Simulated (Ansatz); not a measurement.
**InP2, before and after**

The cell of InP2 is invented: 3-, 6-connected net, elements by coordination (I4_1/amd, No. 141). Lengths were set from tabulated atomic sizes, so they are only a guess.

start.cif

```cif
data_structure
_symmetry_space_group_name_H-M 'P 1'
_symmetry_Int_Tables_number 1
_cell_length_a 6.4798
_cell_length_b 6.4798
_cell_length_c 6.4798
_cell_angle_alpha 138.082
_cell_angle_beta 138.082
_cell_angle_gamma 60.778
_cell_volume 120.12
loop_
_atom_site_label
_atom_site_type_symbol
_atom_site_fract_x
_atom_site_fract_y
_atom_site_fract_z
_atom_site_occupancy
In1 In 0.00000 0.00000 0.00000 1
In2 In 0.75000 0.25000 0.50000 1
P1 P 0.78721 0.78721 0.00000 1
P2 P 0.53721 0.03721 0.50000 1
P3 P 0.96279 0.46279 0.50000 1
P4 P 0.21279 0.21279 0.00000 1
```

Level of theory: Ansatz 0.2.0, DFT PBE, scalar-relativistic, plane waves, PAW. Cutoff 420 eV, Gaussian smearing, Γ-centred meshes. Cell and atoms relax first on a coarse mesh and then on a finer one. In between, the cell is made exact in the group found at 0.06 Å. In metals the finer mesh still leaves noise of several meV/atom or more. The steps can't lower the symmetry of their start. No spin polarisation.

end.cif

```cif
data_structure
_symmetry_space_group_name_H-M 'P 1'
_symmetry_Int_Tables_number 1
_cell_length_a 14.1196
_cell_length_b 14.1196
_cell_length_c 14.1196
_cell_angle_alpha 167.046
_cell_angle_beta 167.046
_cell_angle_gamma 18.360
_cell_volume 141.45
loop_
_atom_site_label
_atom_site_type_symbol
_atom_site_fract_x
_atom_site_fract_y
_atom_site_fract_z
_atom_site_occupancy
In1 In 0.00000 0.00000 0.00000 1
In2 In 0.75000 0.25000 0.50000 1
P1 P 0.84918 0.84918 0.00000 1
P2 P 0.59918 0.09918 0.50000 1
P3 P 0.90082 0.40082 0.50000 1
P4 P 0.15082 0.15082 0.00000 1
```

The symmetry stays I4_1/amd (No. 141). The volume per atom grows by 17.8 %, from 20.0 to 23.6 Å³. The shortest distance goes from 2.35 Å (In–P) to 2.15 Å (P–P). The ratio c/a of the conventional cell changes by a factor of 3.63. The energy falls by about 1.3 eV/atom (the start's value is from the coarse mesh).

```json
{
  "Volume per atom": "23.58 Å³",
  "Density": "4.15 g/cm³",
  "Energy over the elements": "+0.20 eV/atom",
  "Gap on the 16×16×16 mesh of the 6-atom cell": "0 eV (a metal)"
}
```

Formation energies are uncorrected and refer to the elements' standard structures at the same level. The references include black phosphorus. The separate elements lie lower, so it is unstable against them.

The last run used Gaussian smearing of 0.10 eV. The reference form of P is held partly by dispersion forces, which this level lacks. A structure relaxed within its symmetry needn't be a true minimum. In all, the 4 runs took 31 min on 1 thread of Arm Neoverse V2, with other jobs on the host.
